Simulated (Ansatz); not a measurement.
Ca3GeN:
```
Ca3GeN
1.0
    4.79066     0.00000     0.00000
    0.00000     4.79066     0.00000
    0.00000     0.00000     4.79066
N Ge Ca
1 1 3
Direct
  0.50000   0.50000   0.50000
  0.00000   0.00000   0.00000
  0.00000   0.50000   0.50000
  0.50000   0.00000   0.50000
  0.50000   0.50000   0.00000
```

Relaxed with r²SCAN.

Map the electron localisation function on the plane through (0.500, 0.500, 0.500) spanned by u = [1, 0, 0] and v = [0, 1, 1] in lattice vectors, from plane-wave PAW r²SCAN (Ansatz code).

x is the fraction of u, y of v (the angle between them is 90°; rows are the nearest grid lines); atoms in the plane: N at (0.00, 0.00), Ge at (0.50, 0.50), Ca at (0.50, 0.00).
```
|0279951289998999821599720|
|2489951179998999711599842|
|9999851037999997301589999|
|9998751014789874101578999|
|6665431000000000001345666|
|4333221100000000011223334|
|0000123456666666543210000|
|0000135677777777765310000|
|0013567776655566777653100|
|1124677765444445677764211|
|3346787643100013467876433|
|3456787542000002457876543|
|3456787542000002457876543|
|3346787643100013467876433|
|1124677765444445677764211|
|0013567776655566777653100|
|0000135677777777765310000|
|0000123456666666543210000|
|4333221100000000011223334|
|6665431000000000001345666|
|9998751014789874101578999|
|9999851037999997301589999|
|2489951179998999711599842|
|0279951289998999821599720|
```
Scale: ten equal steps from 0.010 (start of '0') to 0.862 (end of '9'), in the order '0123456789'; x runs from 0.000 to 1.00, y from 0.000 (bottom) to 1.00 (top).

The density is the valence pseudo-density with augmentation charge, so density and ELF within about 1 Å of a nucleus are not all-electron values.

Space group Pm-3m (anti-perovskite). The workflow started from an entry of the Crystallography Open Database (COD). Its standing as an ambient phase is unchecked. Symmetry was held in the r²SCAN relaxation; its stability against distortions is not shown here.

Potentials: the later of the program's two PAW sets.
